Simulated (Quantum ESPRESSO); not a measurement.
For atom 1 (Ca) of Ca4ClF7 in P-43m, a PBE PAW density (pw.x of a modified build of Quantum ESPRESSO, JTH datasets) with the all-electron reconstruction of Petrilli and co-workers gives this field-gradient tensor in Cartesian axes (atomic units, 1 a.u. = 9.7174×10²¹ V/m²):

```
 0.0000  -0.0726   0.0726
-0.0726   0.0000   0.0726
 0.0726   0.0726   0.0000
```

The cell was made here from a computed Materials Project entry: one of 8 F replaced by Cl, cell and atoms relaxed (PBE without dispersion, pw.x of Quantum ESPRESSO, symmetry kept). The parent is CaF2 in Fm-3m. The swapped cell is a model, not a known phase. Stability against distortions was not tested.  Cores are frozen. Against all-electron runs on small test molecules, this scheme's |Vzz| missed by −6 to +4 % (−29 % in KF) on F. Ca had no test against all-electron runs.

### Question
Find the principal values, η_Q, |C_Q|, ν_Q and P_Q for ⁴³Ca (I = 7/2, |Q| = 0.0408 barn), and the second-order MAS shift at 18.8 T.

### Answer
Eigenvalues (principal values) by size: Vxx = 0.0726, Vyy = 0.0726, Vzz = -0.1451 a.u. (they sum to zero).
η_Q = (Vxx − Vyy)/Vzz = 0.00.
|C_Q| = 234.96 MHz × |Q|/barn × |Vzz|/a.u. = 234.96 × 0.0408 × 0.1451 = 1.39 MHz.
Quadrupole frequency ν_Q = 3C_Q/[2I(2I − 1)] = 0.099 MHz, and P_Q = C_Q(1 + η²/3)^½ = 1.39 MHz.
At 18.8 T the Larmor frequency is ν0 = 53.9 MHz, and the second-order shift of the central transition's centre of gravity under MAS is −(3/40)(P_Q/ν0)²[I(I + 1) − 3/4]/[I²(2I − 1)²] × 10⁶ = -1.7 ppm.
